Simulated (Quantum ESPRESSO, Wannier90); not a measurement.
MgTe (zinc blende): Wannier90 run

```yaml
crystal:
  lattice:
    - [0.00000, 3.23200, 3.23200]
    - [3.23200, 0.00000, 3.23200]
    - [3.23200, 3.23200, 0.00000]
  atoms:
    - { symbol: Mg, position: [0.00000, 0.00000, 0.00000] }
    - { symbol: Te, position: [0.25000, 0.25000, 0.25000] }
```

Structure: Materials Project mp-13033, symmetrised, not relaxed again. Not found in the COD (Crystallography Open Database) copy used, which has the formula in other groups; not checked further. Method: PBEsol plane waves in Quantum ESPRESSO 7.5 (PseudoDojo norm-conserving files, 68 Ry, no spin polarisation, no spin-orbit coupling), Bloch states on a 8×8×8 mesh through Γ, Wannier90 4.0.1. Density: 8×8×8 mesh, cold smearing 0.01 Ry. Spin-orbit coupling is left out although heavy elements are present.

Functional, cutoff and mesh named above are those of the base row (8×8×8); the first column says what each row takes instead. Model: 4 functions from bands 10-13, start SCDM (isolated) (the valence bands). Energies are relative to the valence-band maximum; the misfit is to pw.x on a path, for all bands of the set. Only the mesh of Bloch states changes. Ω_total can sit in another minimum from row to row; Ω_I of an isolated set cannot.

Task: Among the meshes 3×3×3, 4×4×4, 5×5×5, 7×7×7, 8×8×8, 10×10×10, which is the coarsest that interpolates to 20 meV rms?

Result: 7×7×7.

```csv
mesh,Ω_I (Å²),Ω_total (Å²),rms misfit (meV),k-points (cost),rough cost of nscf and overlaps (first row = 1)
3×3×3,5.86,6.84,121,27,1.0
4×4×4,6.56,7.57,31,64,2.1
5×5×5,6.98,7.98,24,125,4
7×7×7,7.40,8.38,5.7,343,10
8×8×8,7.51,8.49,2.6,512,15
10×10×10,7.65,8.61,0.9,1000,25
```

Ω_I still rises with the mesh: the finite-difference spreads converge slowly and from below.
